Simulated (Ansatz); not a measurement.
Input and command of a plane-wave DFT calculation in Ansatz:

```yaml
crystal:
  lattice:
    - [1.42053215, 0.8201446192, 5.3569377334]
    - [-1.42053215, 0.8201446192, 5.3569377334]
    - [0.0, -1.6402892384, 5.3569377334]
  atoms:
    - { symbol: Li, position: [0.0, 0.0, 0.0] }
    - { symbol: Ta, position: [0.5, 0.5, 0.5], spin: 2.5 }
    - { symbol: O, position: [0.2536376216, 0.2536376216, 0.2536376216] }
    - { symbol: O, position: [0.7463623784, 0.7463623784, 0.7463623784] }
basis:
  ecutwfc: 420
kpoints:
  mp_grid: { grid: [18, 18, 18] }
hamiltonian:
  xc: pbesol
  hubbard: { sites: [{ species: Ta, l: d, u_eff: 4.0 }] }
scf:
  occupations: { method: gaussian, width: 0.05 }
output:
  forces: true
  stress: true
  eigenvalues: true
  populations: true
magnetization:
  spin_polarized: true
```

```bash
ansatz run input.yaml --threads 1 --pin off --max-ram 2560MiB --backend cpu --events-out ev --progress --plain --runs-dir out
```

Processor: Arm Neoverse V1, 1 thread, on a host shared with other jobs.

Question: Estimate time, memory and problem size.

Answer: About 3.8 min on 1 thread of Arm Neoverse V1 (shared host), peak memory 2.1 GiB. It solves 20 bands at 580 k points (the mesh reduced by symmetry) with about 743 plane waves, in 23 SCF iterations.
